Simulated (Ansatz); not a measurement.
The start is a relaxed Sc3In cell, doubled along one cell vector, shaken by Gaussian noise of σ = 0.08 Å a coordinate. The structure is fully relaxed (lattice and positions, P = 0) with r2SCAN (plane waves to 500 eV, PAW, scalar-relativistic; Ansatz, an electronic-structure program). First-step values are on the input's coarse k-mesh.

Ansatz input (later rounds restart from its end on a renewed k-mesh):
Ansatz 0.2 input:
```yaml
crystal:
  lattice:
    - [4.5254546618, 0, 0]
    - [0, 9.0509093236, 0]
    - [0, 0, 4.5254546618]
  atoms:
    - { symbol: Sc, position: [0.4984262992, 0.2396976885, 0.0038872329] }
    - { symbol: Sc, position: [0.4755307298, 0.7618195555, -0.0075818008] }
    - { symbol: Sc, position: [-0.0165209303, 0.2426892849, 0.5192952209] }
    - { symbol: Sc, position: [0.0332665545, 0.7574395469, 0.4839562808] }
    - { symbol: Sc, position: [0.4895511513, 0.0123693835, 0.5057531661] }
    - { symbol: Sc, position: [0.4989492145, 0.4933695787, 0.4742448659] }
    - { symbol: In, position: [-0.0179900261, -0.0100669613, -0.0042973937] }
    - { symbol: In, position: [-0.0082941886, 0.5093472519, 0.0050867601] }
basis: { ecutwfc: 500, ecutrho_ratio: 4, xc_grid: 4, fft_grid_basis: typed }
kpoints: { mp_grid: { grid: [7, 4, 7] } }
hamiltonian:
  xc: r2scan
  dispersion: none
  pseudopotentials: { kind: paw }
scf: { occupations: { method: fermi_dirac, width: 0.05 } }
relax: { f_tol: 0.01, max_steps: 100, cell: { stress_tol: 0.02 } }
output: { forces: true, stress: true }
```

```yaml
largest_initial_force: 1.16 eV/Å, on Sc4 (atoms numbered as listed)
relative_to_the_parent: It returns to the parent structure, Pm-3m (No. 221)
Shortest distances (start → end): "The closest pairs of elements (up to four, under 3.6 Å), start → end: Sc–Sc 2.99 → 3.20 Å; In–Sc 3.04 → 3.20 Å"
optimiser_moves: 3
```

The end point of the relaxation:

Space group Pm-3m (No. 221); a = 4.525 Å, b = 4.525 Å, c = 4.525 Å, α = 90.00°, β = 90.00°, γ = 90.00°

```
atom  site  symmetry       x       y       z
----  ----  --------  ------  ------  ------
Sc      3c    4/mm.m  0.0000  0.5000  0.5000
In      1a      m-3m  0.0000  0.0000  0.0000
```

Final values are on a 10×10×10 k-mesh of the relaxed cell. No spin polarisation in the result. A magnetic state may lie lower.

The cell that was disturbed is our relaxation of an entry of Materials Project.
